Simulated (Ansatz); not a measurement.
Consider a crystal of BiPbCl2 in space group P4/mmm (No. 123), with Bi on 1a; Pb on 1d; Cl on 2f. A trial structure of BiPbCl2 was built thus: perovskite family, infinite layers (A site Pb; B site Bi; X site Cl).

Theory: DFT PBE, scalar-relativistic, plane waves, PAW in Ansatz. Cutoff 420 eV, Γ-centred mesh, Gaussian smearing, no spin polarisation.

Formation energies are uncorrected and refer to the elements' standard structures at the same level (Cl₂ as a molecule).

Task: Give the relaxed lattice parameters and positions.

Result:

Space group P4/mmm (No. 123). a = 5.940 Å, b = 5.940 Å, c = 3.339 Å, α = 90.00°, β = 90.00°, γ = 90.00°
```
atom  site  symmetry       x       y       z
  Bi    1a     4/mmm  0.0000  0.0000  0.0000
  Pb    1d     4/mmm  0.5000  0.5000  0.5000
  Cl    2f      mmm.  0.5000  0.0000  0.0000
```

Around Bi lie 4 Cl at 2.97 Å and 2 Bi at 3.34 Å; around Pb lie 2 Pb at 3.34 Å and 8 Cl at 3.41 Å; around Cl lie 2 Bi at 2.97 Å, 2 Cl at 3.34 Å and 4 Pb at 3.41 Å. Another local minimum with the same sites may exist.

Task: Where does its energy lie, and is it a metal?

Result: The energy over the elements is −0.39 eV/atom and the gap on the 8×8×14 mesh of the 4-atom cell is 0 eV (a metal). A negative formation energy is needed for stability but isn't enough: competing phases decide.

The last run used Gaussian smearing of 0.10 eV. These runs have no spin–orbit coupling, which can matter for Bi and Pb. An odd number of electrons in the primitive cell allows no gap without spin; a larger cell or a magnetic state could open one. A structure relaxed within its symmetry needn't be a true minimum.
